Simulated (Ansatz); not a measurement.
The numbers come from plane-wave PAW DFT (Ansatz): r2SCAN, no spin polarisation, 500 eV, 8×8×8 Γ-centred k points, fermi-dirac occupations (width 0.1 eV). Nothing was relaxed.

Computed maps in the lattice plane spanned by a (left to right, 4.13 Å, 13 points from zero) and b (bottom to top, 4.13 Å, 13 points from zero), 90° apart, at height 0.500 along c. The fields are smooth PAW ones with compensation charges, not the true ones near nuclei.

Valence density. Digits on a logarithmic scale: 0 up to 0.03 e/Å³, each further digit a factor of 1.6, 9 from 1.3 e/Å³ up:
```
5689975556665
6899996566666
6999997666666
6999997666666
5799986556665
5567765556655
5556655567765
5566655689997
6666666799999
6666666799999
6666665699998
5566655579986
5566655556665
```

ELF. Ten even steps from '0' (0.15) to '9' (0.69):
```
1001100368875
1035420489897
1159820597688
1148620498798
1022210479986
2000001344543
2345443100000
1689974012220
1897894026841
1886795028951
1798984024530
1578863001100
2111112211111
```

Question: The cell is Ca₃La₃Ni₂B₂. Which atoms lie within 0.2 Å of this plane, and where (fractions of a and b)?

Answer: Ni at (0.25, 0.75), Ni at (0.75, 0.25). The whole cell:
```yaml
crystal:
  lattice:
    - [0.00000, 4.13429, 0.00000]
    - [4.13429, 0.00000, 0.00000]
    - [2.06714, 2.06714, -11.45519]
  atoms:
    - { symbol: Ni, position: [0.25000, 0.75000, 0.50000] }
    - { symbol: Ni, position: [0.75000, 0.25000, 0.50000] }
    - { symbol: La, position: [0.62800, 0.62800, 0.74400] }
    - { symbol: La, position: [0.37200, 0.37200, 0.25600] }
    - { symbol: Ca, position: [0.13300, 0.13300, 0.73400] }
    - { symbol: Ca, position: [0.86700, 0.86700, 0.26600] }
    - { symbol: Ca, position: [0.50000, 0.50000, 0.00000] }
    - { symbol: La, position: [0.00000, 0.00000, 0.00000] }
    - { symbol: B, position: [0.22100, 0.22100, 0.55800] }
    - { symbol: B, position: [0.77900, 0.77900, 0.44200] }
```

Origin: a known structure type with other elements, at an estimated volume, so it need not be a known compound. Caveats: no spin polarisation, so a magnetic state may lie lower; atoms or cell far from equilibrium; f levels without a U or exact exchange are poorly placed.
